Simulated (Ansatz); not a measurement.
SrHg:
```cif
data_HgSr
_chemical_formula_sum 'Hg1 Sr1'
_space_group_name_H-M_alt 'P 1'
_space_group_IT_number 1
_cell_length_a 3.92009
_cell_length_b 3.92009
_cell_length_c 3.92009
_cell_angle_alpha 90.000
_cell_angle_beta 90.000
_cell_angle_gamma 90.000
loop_
_space_group_symop_operation_xyz
  'x, y, z'
loop_
_atom_site_label
_atom_site_type_symbol
_atom_site_fract_x
_atom_site_fract_y
_atom_site_fract_z
_atom_site_occupancy
Hg1 Hg 0.00000 0.00000 0.00000 1
Sr1 Sr 0.50000 0.50000 0.50000 1
```

Relaxed with PBEsol.

Problem. Tabulate the valence density and the electron localisation function along the shortest Hg–Sr contact (3.39 Å), PBEsol (plane waves, PAW; program Ansatz).

Solution. 

| distance from Hg (Å) | density (e/Å³) | ELF |
|---|---|---|
| 0.34 | 12.12 | 0.61 |
| 0.51 | 7.85 | 0.52 |
| 0.68 | 4.25 | 0.48 |
| 0.85 | 1.80 | 0.42 |
| 1.02 | 0.73 | 0.36 |
| 1.19 | 0.38 | 0.33 |
| 1.36 | 0.22 | 0.33 |
| 1.53 | 0.14 | 0.29 |
| 1.70 | 0.11 | 0.17 |
| 1.87 | 0.10 | 0.09 |
| 2.04 | 0.13 | 0.10 |
| 2.21 | 0.24 | 0.28 |
| 2.38 | 0.52 | 0.67 |
| 2.55 | 1.11 | 0.84 |
| 2.72 | 1.99 | 0.86 |
| 2.89 | 2.68 | 0.77 |
| 3.06 | 2.53 | 0.43 |

The density is the valence pseudo-density with augmentation charge, so density and ELF within about 1 Å of a nucleus are not all-electron values.

Space group Pm-3m (CsCl type). The workflow started from an entry of the Crystallography Open Database (COD). Its standing as an ambient phase is unchecked. The PBEsol relaxation kept the symmetry of its start; its stability against distortions is not shown here. Spin–orbit coupling is left out wherever it is not named.

Potentials: the later of the program's two PAW sets.
